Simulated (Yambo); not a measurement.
## How GW settings move the gap: TiNCl monolayer

G0W0@PBEsol for a free-standing TiNCl monolayer (symmetry Pmmn, slab cell 19.4 Å high) in Yambo. Reference settings: 6×4×1 Γ-centred k mesh, bands 3 to 128 and a 6 Ry block in the screening, 128 bands in G with the Bruneval-Gonze terminator, plasmon pole fitted at 27.2 eV, slab-truncated Coulomb interaction, stochastic integration of W near q = 0. The PBEsol gap Γ → Γ on this mesh is 0.55 eV; G0W0 gaps are taken between the same points.

| change from the reference | G0W0 gap Γ → Γ (eV) | shift of the valence edge (eV) | rough Yambo cost |
|---|---|---|---|
| reference settings | 1.47 | 0.28 | 1 |
| 55 bands in W, 55 bands in G | 1.50 | 0.44 | about 1/3 |
| 86 bands in W, 86 bands in G | 1.49 | 0.33 | within a factor of two |
| 55 bands in G | 1.43 | 0.37 | – |
| 86 bands in G | 1.46 | 0.29 | – |
| 65 bands in W | 1.52 | 0.33 | within a factor of two |
| no stochastic integration of W | 3.03 | -0.44 | – |
| 2 Ry block | 1.91 | 0.41 | within a factor of two |
| 3 Ry block | 1.59 | 0.42 | within a factor of two |
| 5 Ry block | 1.48 | 0.31 | within a factor of two |
| 4×4×1 mesh | 1.37 | 0.32 | within a factor of two |
| 55 bands in G, no terminator | 1.40 | 1.07 | – |
| 86 bands in G, no terminator | 1.47 | 0.77 | – |
| no terminator | 1.50 | 0.63 | – |

The reference isn't shown to be the converged limit. Costs are rough (shared machines), scaled to the same edge states, and given only for runs that recompute the screening. Without the stochastic integration, the mesh misses the sharp change of W near q = 0 in a layer: the 1.56 eV of that row are a sampling artefact.

Geometry relaxed with PBEsol; primitive cell a = 3.2349 Å, b = 3.9213 Å, c = 19.4000 Å, α = 90.00°, β = 90.00°, γ = 90.00°.

This is a model layer cut from the bulk structure; whether it is stable on its own was not checked.

A shift is the quasiparticle energy of the state minus its PBEsol energy.
